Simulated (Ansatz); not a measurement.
Data:

HfSi₂:
Space group Cmcm (No. 63); a = 3.6841 Å, b = 14.5844 Å, c = 3.6593 Å, α = β = γ = 90.00°

| atom | site | symmetry | x | y | z |
|---|---|---|---|---|---|
| Si | 4c | m2m | 0.0000 | 0.4456 | 0.2500 |
| Hf | 4c | m2m | 0.0000 | 0.1055 | 0.2500 |
| Si | 4c | m2m | 0.0000 | 0.2502 | 0.7500 |
(The calculation used a cell of 6 atoms; values per cell refer to that cell.)

This is the PBE-relaxed structure.

All from plane-wave PAW PBE (Ansatz code), unless another level is named. Give the bulk modulus (Birch–Murnaghan fit).

127 GPa.

Give the highest zone-centre frequency.

429 cm^-1.

The PBE relaxation kept the symmetry of its start; of distortions, only those at the zone centre were tested. No spin polarisation was allowed. As this level gives no gap, phonon frequencies hold no LO–TO term and depend on the k-mesh and smearing (Fermi–Dirac, 0.1 eV here). Scalar-relativistic: spin–orbit coupling is off unless named, which matters more the heavier the elements.

Potentials: the later of the program's two PAW sets.
